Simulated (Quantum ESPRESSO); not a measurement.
MgZn3O4 is modelled in the monoclinic space group Cm (No. 8), Pearson symbol mS16. Lattice parameters: a = 11.7957 Å, b = 3.2544 Å, c = 5.6155 Å, α = γ = 90.00°, β = 118.40°. O1 on 2a is surrounded by 1 Mg at 1.970 Å and 3 Zn at 1.972–1.976 Å (tetrahedral). O2 on 2a is surrounded by 4 Zn at 1.979–1.993 Å (tetrahedral). O3 on 2a has 2 Mg at 1.959 Å and 2 Zn at 1.969–1.983 Å (tetrahedral). O4 on 2a is coordinated by 1 Mg at 1.968 Å and 3 Zn at 1.978–1.981 Å (tetrahedral). Mg on 2a is coordinated by 4 O at 1.959–1.970 Å (tetrahedral). Zn1 on 2a has 4 O at 1.969–1.993 Å (tetrahedral). Zn2 on 2a has 4 O at 1.976–1.983 Å (tetrahedral). Zn3 on 2a is coordinated by 4 O at 1.972–1.983 Å (tetrahedral). (Neighbours: up to the widest gap in distance over summed covalent radii, below 1.35, at either atom; cation-cation contacts left out.)
(The calculation used a cell of 8 atoms; values per cell refer to that cell.)

The geometry is that of Materials Project entry mp-1221958, symmetrised and not relaxed again.

What does LDA (Quantum ESPRESSO, PseudoDojo norm-conserving, 84 Ry, no spin-orbit coupling) give for the electronic structure near the Fermi level?

The LDA gap is direct, 1.34 eV at Γ. 

The structure is a Materials Project entry; no match was found in the copy of COD used, and its stability was not checked.
